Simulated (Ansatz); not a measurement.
Single point in Ansatz 0.2.0 with r2SCAN, no spin polarisation. Cutoff 500 eV, PAW datasets, 5×5×8 Γ-centred k mesh, fermi-dirac filling (width 0.023 eV).

Computed maps in the lattice plane spanned by a (left to right, 6.49 Å, 20 points from zero) and b (bottom to top, 6.49 Å, 20 points from zero), 90° apart, at height 0.000 along c. The fields are smooth PAW ones with compensation charges, not the true ones near nuclei.

Valence density. Digits on a logarithmic scale: 0 up to 0.03 e/Å³, each further digit a factor of 1.6, 9 from 1.3 e/Å³ up:
```
99976665567665556799
99866653356654445689
87666653356544445667
66555665566544445666
65444566666544456666
65444456666655566556
65444456678766665335
66544456899986665335
76655567999997666556
77666668999998666667
76556667999997655566
65335666899986544456
65335666678766544445
66556655566666544445
66666544456666654445
66665444456655665556
87665444456533566667
99865444566533566689
99976555667655666799
99986666677766666899
```

ELF. Ten even steps from '0' (0.21) to '9' (0.84):
```
57504850069864442167
66206821006631122025
11026711104410023200
22235631256410035664
64223567886422356788
64100356642223563125
44100232001102671110
66311220256620682100
98644421675750485006
99646621650561266469
96005840575761244468
60012860266520221136
40111762011002320014
65213653222466530014
68876532246887653224
24665300146521365322
10023200144011176201
65202211366001286026
57612444689600584057
05612664699964662165
```

Task: The cell is Hf2Si2Os. Which atoms lie within 0.2 Å of this plane, and where (fractions of a and b)?

Result: Os at (0.00, 0.00), Os at (0.50, 0.50), Si at (0.38, 0.88), Si at (0.12, 0.38), Si at (0.62, 0.12), Si at (0.88, 0.62). The whole cell:
```
CELL_PARAMETERS angstrom
6.48505 0.00000 0.00000
0.00000 6.48505 0.00000
0.00000 0.00000 4.05112
ATOMIC_POSITIONS crystal
Os 0.00000 0.00000 0.00000
Os 0.50000 0.50000 0.00000
Si 0.37600 0.87600 0.00000
Si 0.12400 0.37600 0.00000
Si 0.62400 0.12400 0.00000
Si 0.87600 0.62400 0.00000
Hf 0.17689 0.67689 0.50000
Hf 0.32311 0.17689 0.50000
Hf 0.82311 0.32311 0.50000
Hf 0.67689 0.82311 0.50000
```

Origin: a known structure type with other elements, at an estimated volume, so it need not be a known compound. Caveats: atoms or cell far from equilibrium.
